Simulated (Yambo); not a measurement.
## How GW settings move the gap: HfS₂ monolayer

G0W0@PBEsol for a free-standing HfS$_{2}$ monolayer (symmetry P-3m1, slab cell 15.9 Å high) in Yambo. Reference settings: 6×6×1 Γ-centred k mesh, bands 3 to 176 and a 6 Ry block in the screening, 176 bands in G with the Bruneval-Gonze terminator, plasmon pole fitted at 27.2 eV, slab-truncated Coulomb interaction, stochastic integration of W near q = 0. The PBEsol gap Γ → M on this mesh is 1.09 eV; G0W0 gaps are taken between the same points.

| change from the reference | G0W0 gap Γ → M (eV) | shift of the valence edge (eV) |
|---|---|---|
| reference settings | 2.70 | -0.68 |
| 114 bands in W, 114 bands in G | 2.73 | -0.57 |
| 84 bands in W | 2.75 | -0.55 |
| 114 bands in G, no terminator | 2.74 | -0.30 |

The reference isn't shown to be the converged limit.

Spin-orbit coupling is included.

Geometry relaxed with PBEsol; primitive cell a = b = 3.601 Å, c = 15.900 Å, α = β = 90.00°, γ = 120.00°.

A shift is the quasiparticle energy of the state minus its PBEsol energy.
